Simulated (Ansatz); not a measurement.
Given:

La₂O₃:
```cif
data_La2O3
_chemical_formula_sum 'La2 O3'
_space_group_name_H-M_alt 'P-3m1'
_space_group_IT_number 164
_space_group_name_Hall '-P 3 2"'
_cell_length_a 3.93533
_cell_length_b 3.93533
_cell_length_c 6.12550
_cell_angle_alpha 90.000
_cell_angle_beta 90.000
_cell_angle_gamma 120.000
loop_
_atom_site_label
_atom_site_type_symbol
_atom_site_symmetry_multiplicity
_atom_site_Wyckoff_symbol
_atom_site_fract_x
_atom_site_fract_y
_atom_site_fract_z
_atom_site_occupancy
La1 La 2 d 0.33333 0.66667 0.24611 1
O1 O 2 d 0.66667 0.33333 0.35386 1
O2 O 1 a 0.00000 0.00000 0.00000 1
```

This is the r²SCAN-relaxed structure.

All from r²SCAN in the plane-wave PAW code Ansatz, unless another level is named. Estimate the band gap.

4.23 eV (indirect).

Give the smallest direct gap on the standard path.

4.35 eV.

And the valence-band maximum?

at L.

The cell was relaxed with r²SCAN under the symmetry of its start. Scalar-relativistic: spin–orbit coupling is off unless named, which matters more the heavier the elements.

Potentials: the earlier of the program's two PAW sets.
